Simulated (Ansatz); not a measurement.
Theory: DFT PBE, scalar-relativistic, plane waves, PAW (Ansatz 0.2.0). All cells share a 420 eV cutoff and Γ-centred k meshes spaced at most about 0.3 Å⁻¹ (about 0.25 or finer for metals, 2π included). Collinear spin in cells that started with moments and kept them past the coarse steps, no spin elsewhere.

These are static total energies at zero pressure. All come from trial cells, and lower structures may exist.

Question: Order these relaxed structures of TiSn2Te3 by energy, lowest first, with the energy over the lowest of them.
A.

```xyz
6
Lattice="5.5869 0.0000 0.0000 -2.7934 4.8384 0.0000 0.0000 0.0000 6.1357" Properties=species:S:1:pos:R:3 pbc="T T T"
Ti    0.0000    3.2256    0.0000
Sn    0.0000    0.0000    3.0679
Sn    0.0000    3.2256    3.0679
Te    2.7934    1.6128    3.0679
Te    0.0000    0.0000    0.0000
Te    2.7934    1.6128    0.0000
```

B.

```xyz
6
Lattice="7.9229 0.0000 0.0000 -3.9615 6.8615 0.0000 0.0000 0.0000 4.0438" Properties=species:S:1:pos:R:3 pbc="T T T"
Ti    0.0000    0.0000    0.0000
Sn    0.0000    4.5743    0.0000
Sn    3.9615    2.2872    0.0000
Te    3.9615    0.0000    2.0219
Te    1.9807    3.4307    2.0219
Te   -1.9807    3.4307    2.0219
```

C.

```xyz
6
Lattice="5.6247 0.0000 0.0000 -2.8124 4.8711 0.0000 0.0000 0.0000 6.0879" Properties=species:S:1:pos:R:3 pbc="T T T"
Ti    0.0000    0.0000    0.0000
Sn    0.0000    3.2474    0.0000
Sn    2.8124    1.6237    0.0000
Te    0.0000    3.2474    3.0439
Te    2.8124    1.6237    3.0439
Te    0.0000    0.0000    3.0439
```

D.

```xyz
6
Lattice="5.3055 0.0000 0.0000 0.0000 5.3055 0.0000 0.0000 0.0000 7.8576" Properties=species:S:1:pos:R:3 pbc="T T T"
Ti    2.6528    2.6528    3.9520
Sn    2.6528    0.0000    7.2711
Sn    0.0000    2.6528    7.2711
Te    2.6528    2.6528    1.2817
Te    2.6528    0.0000    4.2555
Te    0.0000    2.6528    4.2555
```

Answer: D (0 meV/atom), A (91 meV/atom), C (225 meV/atom), B (613 meV/atom). Forms: D P4mm, no spin; A P-6m2, moments up to 0.8 μB; C P6/mmm, moments up to 1.6 μB; B P6/mmm, moments up to 2.5 μB. Counting Te atoms around Sn and Ti (those within 1.25 times the shortest such distance or 1.15 times the sum of covalent radii; the shortest distance is added where it is long for a bond; a slash parts the counts of unlike sites): D has Ti 5, Sn 3; A has Ti 6, Sn 3/5; C has Ti 2, Sn 2; B has Ti 12 from 4.4 Å, Sn 6.

These runs have no spin–orbit coupling, which can matter for Te. The magnetic state reached may not be the lowest. Cells relaxed within their symmetry can be saddle points. Some types were kept out of the candidates beforehand, so the set may lack a known form.
